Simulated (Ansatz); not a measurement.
TaN in space group P-62m (No. 189; Ta on 1a, Ta on 2d, N on 3f) at seven volumes, DFT-PBEsol in the program Ansatz with PAW potentials, shape and atoms relaxed at each. One row is withheld.

```
V (Å³/atom)  P (GPa)
-----------  -------
10.199         37.84
10.535         23.18
10.872             ?
11.208          0.00
11.544         -9.10
11.880        -16.87
12.217        -23.48
```

Fit the shown pressures and predict the withheld one.

Third-order Birch–Murnaghan: P = (3/2)B₀(x^(7/2) − x^(5/2))[1 + (3/4)(B′ − 4)(x − 1)] with x = (V₀/V)^(2/3). Least squares on the six rows gives V₀ = 11.208 Å³/atom, B₀ = 327.7 GPa, B′ = 4.29. At V = 10.872, x = 1.0205 and P = 10.65 GPa. The run itself gave 10.67 GPa.

Symmetry was held in the PBEsol relaxation. No spin polarisation was allowed. Scalar-relativistic: spin–orbit coupling is off unless named, which matters more the heavier the elements.

Potentials: the earlier of the program's two PAW sets. The files were generated under PBE; for other functionals the program regenerates the frozen cores, and for LDA and PBEsol the local potential too.
